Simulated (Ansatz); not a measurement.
## Kick test of a cell of YTl₄

The cell was found from a structure generator's guess, not taken from experiment.

Level of theory: DFT PBE, scalar-relativistic, plane waves, PAW in Ansatz. Cutoff 420 eV; k points 8×8×8 on the computed 5-atom cell (Γ-centred); Gaussian smearing, width 0.10 eV; no spin polarisation.

The cell below (5 atoms, space group I4/mmm (No. 139)) is relaxed within its symmetry.

```cif
data_structure
_symmetry_space_group_name_H-M 'P 1'
_symmetry_Int_Tables_number 1
_cell_length_a 8.1483
_cell_length_b 6.1928
_cell_length_c 6.1850
_cell_angle_alpha 82.340
_cell_angle_beta 48.871
_cell_angle_gamma 48.788
_cell_volume 150.02
loop_
_atom_site_label
_atom_site_type_symbol
_atom_site_fract_x
_atom_site_fract_y
_atom_site_fract_z
_atom_site_occupancy
Y1 Y 0.00000 0.00000 0.00000 1
Tl1 Tl 0.20518 0.50002 0.49998 1
Tl2 Tl 0.79482 0.49998 0.50002 1
Tl3 Tl 0.49998 0.79482 0.20518 1
Tl4 Tl 0.50002 0.20518 0.79482 1
```

For the test a repeat of it with 10 atoms (edges 6.18, 6.19, 8.89 Å) was strained at random (σ = 1.5 % a component), the atoms were moved at random (σ = 0.15 Å), and all was relaxed again on a coarse 4×4×4 mesh (in the run’s order of axes) with 0.20 eV smearing, with no symmetry imposed.

Spin–orbit coupling, which can matter for Tl, is left out.

Task: Is the structure stable against such a distortion?

Result: It doesn't return. The energy falls by 85 meV/atom on that mesh, the volume changes by -4.8 %, and the end has space group I4/m (No. 87) at a loose tolerance. Relaxed again on an 8×6×6 mesh with 0.10 eV smearing, the new structure lies 87 meV/atom below the first (mesh in the axes of the run's cell; the cell below is made exact in the group named). Space group C2/m (No. 12), monoclinic, a = 11.164 Å, b = 4.573 Å, c = 7.881 Å, β = 134.8°. Around Y lie 12 Tl at 3.38–3.55 Å; around Tl on its first site lie 9 Tl at 3.38–3.55 Å and 3 Y at 3.39–3.53 Å; around Tl on its second site lie 9 Tl at 3.38–3.55 Å and 3 Y at 3.38–3.55 Å.

Space group C2/m (No. 12). a = 11.164 Å, b = 4.573 Å, c = 7.881 Å, α = 90.00°, β = 134.76°, γ = 90.00°
```json
{"atom": "Y", "site": "2a", "symmetry": "2/m", "x": "0.0000", "y": "0.0000", "z": "0.0000"}
{"atom": "Tl", "site": "4i", "symmetry": "m", "x": "0.8006", "y": "0.0000", "z": "0.2009"}
{"atom": "Tl", "site": "4i", "symmetry": "m", "x": "0.0997", "y": "0.5000", "z": "0.3999"}
```
